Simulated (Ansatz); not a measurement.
# Be2H3O in Ansatz, relaxation

Input:

```yaml
crystal:
  lattice:
    - [3.090558, 2.638488, 0.0]
    - [3.090558, -2.638488, 0.0]
    - [0.0, 0.0, -7.879499]
  atoms:
    - { symbol: O, position: [0.438, 0.562, 0.0974] }
    - { symbol: O, position: [0.562, 0.438, 0.5974] }
    - { symbol: Be, position: [0.0776, 0.9224, 0.8757] }
    - { symbol: Be, position: [0.9224, 0.0776, 0.3757] }
    - { symbol: Be, position: [0.2762, 0.7238, 0.0] }
    - { symbol: Be, position: [0.7238, 0.2762, 0.5] }
    - { symbol: H, position: [0.896, 0.104, 0.92] }
    - { symbol: H, position: [0.104, 0.896, 0.42] }
    - { symbol: H, position: [0.236, 0.062, 0.799] }
    - { symbol: H, position: [0.764, 0.938, 0.299] }
    - { symbol: H, position: [0.938, 0.764, 0.799] }
    - { symbol: H, position: [0.062, 0.236, 0.299] }
  symmetry: { tolerance: 0.0003 }
kpoints:
  mp_grid: { grid: [5, 5, 3], shift: [0, 0, 0] }
magnetization:
  spin_polarized: false
scf:
  occupations: { method: fermi_dirac }
  lower_state_search: "off"
hamiltonian:
  pseudopotentials: { kind: paw }
  xc: r2scan
basis:
  ecutwfc: 500
  fft_grid_basis: typed
relax:
  max_steps: 80
  cell: { p_target: 0.0 }
  f_tol: 0.03
output:
  forces: true
  stress: true
  eigenvalues: true
  bader: false
  populations: true
  elf: true
  write_potential: true
  volumetric_format: npy
  dos:
    e_range: [-12, 8]
    de: 0.05
    projected: { site_lists: { Be: [Be], H: [H], O: [O] } }
  write_density: true
checkpoint:
  read: saved_state
```

Run with:

```bash
ansatz run input.yaml --threads 2 --pin off --max-ram 2560MiB --backend cpu --events-out ev --progress --plain --runs-dir out
```

Origin of the cell: a known structure type with other elements, at an estimated volume, so it need not be a known compound.

The smearing width isn't typed, so it takes its default of 0.1 eV.

The saved state is a converged single point of the same cell.

Steps («new basis» is an SCF on plane waves selected anew at the same cell):

```
step  ΔF (meV/atom)  max force component (eV/Å)  P (GPa)  volume (Å³)  SCF iterations   step was
   1            0.0                      13.092    43.26       128.51               7   accepted
   2         -972.7                       7.254    17.77       130.72               8   accepted
   3        -1443.0                       4.771     4.78       134.29               8   accepted
   4        -1677.0                       2.418    -3.43       133.61               8   accepted
   5        -1832.7                       1.401    -8.69       126.49               7   accepted
   6        -2003.6                       2.337   -11.52       114.97               8   accepted
   7        -2179.7                       3.076   -11.66       104.35               8   accepted
   8        -2294.0                       2.061    -1.20        94.35               7   accepted
   9        -2355.6                       0.938    -1.46        91.96               7   accepted
  10        -2424.2                       0.968    -0.76        89.46               7   accepted
  11        -2507.0                       1.652     1.34        86.14               7   accepted
  12        -2594.3                       1.987     5.12        82.52               6   accepted
  13        -2618.4                       2.950    11.88        81.26               7   accepted
  14        -2679.0                       1.186     5.71        84.97               6   accepted
  15        -2699.7                       0.504    -0.05        88.96               6   accepted
  16        -2703.0                       0.419     0.69        89.71               6   accepted
  17        -2705.6                       0.151    -0.21        91.04               6   accepted
  18        -2704.8                       0.251     0.03        90.96               6   rejected
  19        -2706.7                       0.053     0.11        91.01               8   accepted
  20        -2706.9                       0.032     0.03        91.46               5   accepted
  21        -2706.9                       0.025     0.06        91.42               5   accepted
  22        -2706.9                       0.006     0.01        91.50               5   accepted
  23        -2708.3                       0.008     0.27        91.50               6  new basis
  24        -2708.7                       0.043     0.11        93.84               5   accepted
  25        -2708.8                       0.011     0.01        94.66               5   accepted
  26        -2708.8                       0.027     0.02        94.74               5   rejected
  27        -2708.8                       0.005     0.00        94.67               7   accepted
  28        -2708.9                       0.005     0.00        94.67               6  new basis
```

Step 1, with forces in eV/Å:

```xyz
12
Lattice="3.091 2.638 0.000 3.091 -2.638 0.000 0.000 0.000 -7.879" Properties=species:S:1:pos:R:3:forces:R:3 pbc="T T T" step=1
O     3.091   -0.327   -0.767    0.000   13.092  -12.201
O     3.091    0.327   -4.707    0.000  -13.092  -12.201
Be    3.091   -2.229   -6.900    0.000   -1.330    6.828
Be    3.091    2.229   -2.960    0.000    1.330    6.828
Be    3.091   -1.181    0.000    0.000   -7.000    7.258
Be    3.091    1.181   -3.940    0.000    7.000    7.258
H     3.091    2.090   -7.249    0.000   -8.845   -5.032
H     3.091   -2.090   -3.309    0.000    8.845   -5.032
H     0.921    0.459   -6.296    6.099    1.982    1.574
H     5.260   -0.459   -2.356   -6.099   -1.982    1.574
H     5.260    0.459   -6.296   -6.099    1.982    1.574
H     0.921   -0.459   -2.356    6.099   -1.982    1.574
```

Step 3, with forces in eV/Å:

```xyz
12
Lattice="3.164 2.701 0.000 3.164 -2.701 0.000 0.000 0.000 -7.858" Properties=species:S:1:pos:R:3:forces:R:3 pbc="T T T" step=3
O     3.164   -0.213   -0.886    0.000    0.958   -1.572
O     3.164    0.213   -4.815    0.000   -0.958   -1.572
Be    3.164   -2.494   -6.630    0.000   -3.593    4.771
Be    3.164    2.494   -2.701    0.000    3.593    4.771
Be    3.164   -1.192    0.069    0.000    0.714    0.742
Be    3.164    1.192   -3.860    0.000   -0.714    0.742
H     3.164    1.881   -7.404    0.000   -1.137   -1.996
H     3.164   -1.881   -3.475    0.000    1.137   -1.996
H     1.225    0.616   -6.291    0.531    1.347   -0.973
H     5.103   -0.616   -2.362   -0.531   -1.347   -0.973
H     5.103    0.616   -6.291   -0.531    1.347   -0.973
H     1.225   -0.616   -2.362    0.531   -1.347   -0.973
```

Step 6, with forces in eV/Å:

```xyz
12
Lattice="3.053 2.546 0.000 3.053 -2.546 0.000 0.000 0.000 -7.394" Properties=species:S:1:pos:R:3:forces:R:3 pbc="T T T" step=6
O     3.053   -0.403   -0.957    0.000   -2.337    0.028
O     3.053    0.403   -4.655    0.000    2.337    0.028
Be    3.053   -2.750   -5.853    0.000   -1.416    0.677
Be    3.053    2.750   -2.156    0.000    1.416    0.677
Be    3.053   -1.183    0.318    0.000    0.412    0.110
Be    3.053    1.183   -3.379    0.000   -0.412    0.110
H     3.053    1.624   -7.200    0.000    0.466   -0.044
H     3.053   -1.624   -3.503    0.000   -0.466   -0.044
H     1.186    0.767   -6.060   -0.833   -0.015   -0.386
H     4.921   -0.767   -2.363    0.833    0.015   -0.386
H     4.921    0.767   -6.060    0.833   -0.015   -0.386
H     1.186   -0.767   -2.363   -0.833    0.015   -0.386
```

Step 8, with forces in eV/Å:

```xyz
12
Lattice="2.968 2.339 0.000 2.968 -2.339 0.000 0.000 0.000 -6.794" Properties=species:S:1:pos:R:3:forces:R:3 pbc="T T T" step=8
O     2.968   -0.636   -1.030    0.000   -0.102    2.061
O     2.968    0.636   -4.427    0.000    0.102    2.061
Be    2.968   -2.793   -5.172    0.000    1.028   -1.200
Be    2.968    2.793   -1.775    0.000   -1.028   -1.200
Be    2.968   -1.160    0.441    0.000    1.035   -1.453
Be    2.968    1.160   -2.957    0.000   -1.035   -1.453
H     2.968    1.418   -6.742    0.000    0.822   -0.049
H     2.968   -1.418   -3.345    0.000   -0.822   -0.049
H     1.100    0.725   -5.608    0.089   -0.606    0.320
H     4.836   -0.725   -2.211   -0.089    0.606    0.320
H     4.836    0.725   -5.608   -0.089   -0.606    0.320
H     1.100   -0.725   -2.211    0.089    0.606    0.320
```

Step 11, with forces in eV/Å:

```xyz
12
Lattice="3.254 2.220 0.000 3.254 -2.220 0.000 0.000 0.000 -5.963" Properties=species:S:1:pos:R:3:forces:R:3 pbc="T T T" step=11
O     3.254   -0.484   -0.959    0.000    1.388   -1.225
O     3.254    0.484   -3.941    0.000   -1.388   -1.225
Be    3.254   -2.600   -4.540    0.000    0.337    0.084
Be    3.254    2.600   -1.559    0.000   -0.337    0.084
Be    3.254   -0.842    0.484    0.000    0.861    1.652
Be    3.254    0.842   -2.497    0.000   -0.861    1.652
H     3.254    1.800   -6.096    0.000    0.239   -0.496
H     3.254   -1.800   -3.114    0.000   -0.239   -0.496
H     1.125    0.531   -4.853   -0.102   -0.182   -0.007
H     5.383   -0.531   -1.872    0.102    0.182   -0.007
H     5.383    0.531   -4.853    0.102   -0.182   -0.007
H     1.125   -0.531   -1.872   -0.102    0.182   -0.007
```

Step 13, with forces in eV/Å:

```xyz
12
Lattice="3.513 2.203 0.000 3.513 -2.203 0.000 0.000 0.000 -5.250" Properties=species:S:1:pos:R:3:forces:R:3 pbc="T T T" step=13
O     3.513   -0.293   -0.957    0.000   -2.950    1.601
O     3.513    0.293   -3.583    0.000    2.950    1.601
Be    3.513   -2.588   -4.037    0.000   -1.673   -0.254
Be    3.513    2.588   -1.411    0.000    1.673   -0.254
Be    3.513   -0.607    0.563    0.000   -1.258   -1.337
Be    3.513    0.607   -2.062    0.000    1.258   -1.337
H     3.513    2.015   -5.430    0.000   -0.605    0.039
H     3.513   -2.015   -2.805    0.000    0.605    0.039
H     1.129    0.435   -4.235   -0.017   -0.004   -0.024
H     5.897   -0.435   -1.609    0.017    0.004   -0.024
H     5.897    0.435   -4.235    0.017   -0.004   -0.024
H     1.129   -0.435   -1.609   -0.017    0.004   -0.024
```

Step 16, with forces in eV/Å:

```xyz
12
Lattice="3.688 2.347 0.000 3.688 -2.347 0.000 0.000 0.000 -5.183" Properties=species:S:1:pos:R:3:forces:R:3 pbc="T T T" step=16
O     3.688   -0.483   -0.811    0.000    0.414   -0.135
O     3.688    0.483   -3.402    0.000   -0.414   -0.135
Be    3.688   -2.822   -4.026    0.000    0.419    0.339
Be    3.688    2.822   -1.434    0.000   -0.419    0.339
Be    3.688   -0.654    0.744    0.000   -0.322   -0.092
Be    3.688    0.654   -1.848    0.000    0.322   -0.092
H     3.688    1.814   -5.535    0.000    0.046   -0.111
H     3.688   -1.814   -2.944    0.000   -0.046   -0.111
H     1.123    0.443   -4.233   -0.071   -0.053    0.000
H     6.253   -0.443   -1.641    0.071    0.053    0.000
H     6.253    0.443   -4.233    0.071   -0.053    0.000
H     1.123   -0.443   -1.641   -0.071    0.053    0.000
```

Step 19, with forces in eV/Å:

```xyz
12
Lattice="3.736 2.341 0.000 3.736 -2.341 0.000 0.000 0.000 -5.202" Properties=species:S:1:pos:R:3:forces:R:3 pbc="T T T" step=19
O     3.736   -0.455   -0.833    0.000   -0.020   -0.016
O     3.736    0.455   -3.434    0.000    0.020   -0.016
Be    3.736   -2.801   -3.993    0.000   -0.008   -0.053
Be    3.736    2.801   -1.392    0.000    0.008   -0.053
Be    3.736   -0.676    0.720    0.000    0.000   -0.014
Be    3.736    0.676   -1.882    0.000    0.000   -0.014
H     3.736    1.799   -5.535    0.000    0.020    0.011
H     3.736   -1.799   -2.934    0.000   -0.020    0.011
H     1.113    0.436   -4.260    0.025   -0.008    0.036
H     6.358   -0.436   -1.659   -0.025    0.008    0.036
H     6.358    0.436   -4.260   -0.025   -0.008    0.036
H     1.113   -0.436   -1.659    0.025    0.008    0.036
```

Step 23, with forces in eV/Å:

```xyz
12
Lattice="3.753 2.344 0.000 3.753 -2.344 0.000 0.000 0.000 -5.201" Properties=species:S:1:pos:R:3:forces:R:3 pbc="T T T" step=23
O     3.753   -0.457   -0.843    0.000   -0.003   -0.002
O     3.753    0.457   -3.444    0.000    0.003   -0.002
Be    3.753   -2.804   -4.002    0.000    0.004   -0.001
Be    3.753    2.804   -1.401    0.000   -0.004   -0.001
Be    3.753   -0.675    0.709    0.000   -0.008   -0.001
Be    3.753    0.675   -1.891    0.000    0.008   -0.001
H     3.753    1.812   -5.535    0.000   -0.002    0.000
H     3.753   -1.812   -2.935    0.000    0.002    0.000
H     1.116    0.441   -4.242    0.004    0.001    0.002
H     6.391   -0.441   -1.642   -0.004   -0.001    0.002
H     6.391    0.441   -4.242   -0.004    0.001    0.002
H     1.116   -0.441   -1.642    0.004   -0.001    0.002
```

Step 28, with forces in eV/Å:

```xyz
12
Lattice="3.883 2.345 0.000 3.883 -2.345 0.000 0.000 0.000 -5.198" Properties=species:S:1:pos:R:3:forces:R:3 pbc="T T T" step=28
O     3.883   -0.459   -0.849    0.000   -0.001   -0.005
O     3.883    0.459   -3.448    0.000    0.001   -0.005
Be    3.883   -2.801   -4.000    0.000    0.000    0.004
Be    3.883    2.801   -1.401    0.000    0.000    0.004
Be    3.883   -0.674    0.705    0.000    0.001    0.000
Be    3.883    0.674   -1.895    0.000   -0.001    0.000
H     3.883    1.810   -5.533    0.000    0.001    0.001
H     3.883   -1.810   -2.934    0.000   -0.001    0.001
H     1.118    0.446   -4.235   -0.001    0.001    0.000
H     6.648   -0.446   -1.636    0.001   -0.001    0.000
H     6.648    0.446   -4.235    0.001    0.001    0.000
H     1.118   -0.446   -1.636   -0.001   -0.001    0.000
```

```yaml
Free_energy_lowered_by: 2708.9 meV/atom
Volume_change: -26.33 %
Final_pressure: 0.00 GPa
Relaxation_steps_listed: 28
Gap_on_the_mesh: 1.53 eV
```

Caveats: the given cell is far from equilibrium, with atoms too close or a volume far off; the relaxation held the start's symmetry, so the end may be a saddle point.

It ran for 2.3 min on 2 threads of Intel(R) Xeon(R) 6975P-C (Granite Rapids) (shared host), peak memory 0.62 GiB, from a saved density.
